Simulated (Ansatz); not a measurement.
One crystal and one scan (energy against volume) at two levels, PBE-D3(BJ) (plane waves to 420 eV, PAW, scalar-relativistic; Ansatz, a quantum-chemistry and plane-wave program) and r2SCAN+rVV10 (plane waves to 500 eV, PAW, scalar-relativistic; Ansatz), each from its own relaxed cell and on its own mesh. The cell shown is that of PBE-D3(BJ).

C (graphite type, space group P6_3/mmc)

```
CELL_PARAMETERS angstrom
      2.46500     0.00000     0.00000
     -1.23250     2.13475     0.00000
      0.00000     0.00000     6.73046
ATOMIC_POSITIONS crystal
  C  0.00000 0.00000 0.25000
  C  0.00000 0.00000 0.75000
  C  0.33333 0.66667 0.25000
  C  0.66667 0.33333 0.75000
```

The volume is varied about the relaxed value V₀ at fixed cell shape. Symmetry pins the atoms to their sites.

E stands for the smeared free energy. C was relaxed with its symmetry unable to fall. With the shape held, the modulus is that of even scaling; a crystal free to change shape is softer. Percentages come from the unrounded values. Both scans cover V/V₀ from 0.840 to 1.160.

```json
[
 {"quantity": "Lattice constant a (Å)", "PBE-D3(BJ)": "2.465", "r2SCAN+rVV10": "2.455", "PBE-D3(BJ) − r2SCAN+rVV10": "+0.010 (+0.4 %)"},
 {"quantity": "Lattice constant c (Å)", "PBE-D3(BJ)": "6.730", "r2SCAN+rVV10": "6.671", "PBE-D3(BJ) − r2SCAN+rVV10": "+0.059 (+0.9 %)"},
 {"quantity": "Relaxed volume (Å³/atom)", "PBE-D3(BJ)": "8.85", "r2SCAN+rVV10": "8.71", "PBE-D3(BJ) − r2SCAN+rVV10": "+0.14 (+1.7 %)"},
 {"quantity": "Pressure at the smallest volume (GPa)", "PBE-D3(BJ)": "68.0", "r2SCAN+rVV10": "68.9", "PBE-D3(BJ) − r2SCAN+rVV10": "-0.9 (-1.2 %)"},
 {"quantity": "Energy cost of the largest compression (meV/atom)", "PBE-D3(BJ)": "271", "r2SCAN+rVV10": "263", "PBE-D3(BJ) − r2SCAN+rVV10": "+8 (+3 %)"},
 {"quantity": "Energy cost of the largest expansion (meV/atom)", "PBE-D3(BJ)": "162", "r2SCAN+rVV10": "161", "PBE-D3(BJ) − r2SCAN+rVV10": "+1 (+0 %)"},
 {"quantity": "Bulk modulus at fixed cell shape B₀ (third-order Birch-Murnaghan fit) (GPa)", "PBE-D3(BJ)": "290.5", "r2SCAN+rVV10": "290.7", "PBE-D3(BJ) − r2SCAN+rVV10": "-0.2"},
 {"quantity": "Pressure derivative B₀′ (fit)", "PBE-D3(BJ)": "3.6", "r2SCAN+rVV10": "3.5", "PBE-D3(BJ) − r2SCAN+rVV10": "+0.1 (+3 %)"},
 {"quantity": "Pressure for 5 % compression (fit) (GPa)", "PBE-D3(BJ)": "16.4", "r2SCAN+rVV10": "16.3", "PBE-D3(BJ) − r2SCAN+rVV10": "+0.1 (+0 %)"}
]
```

PBE-D3(BJ) gives the higher value for: lattice constant a; lattice constant c; relaxed volume; energy cost of the largest compression. They agree on: pressure at the smallest volume (within 1.5 %); energy cost of the largest expansion (within 1.5 %); bulk modulus at fixed cell shape B₀ (within 1.5 %); pressure for 5 % compression (within 1.5 %).

ΔE (meV/atom), each from the relaxed starting cell of its own level:

```csv
V/V₀,PBE-D3(BJ),r2SCAN+rVV10
0.840,271,263
0.872,165,159
0.904,88,85
0.936,37,36
0.968,9,9
1.000,0,0
1.032,8,8
1.064,30,29
1.096,64,63
1.128,108,108
1.160,162,161
```

(A scan under strain: stresses follow from slopes of the energy per volume, elastic moduli from its curvatures.)
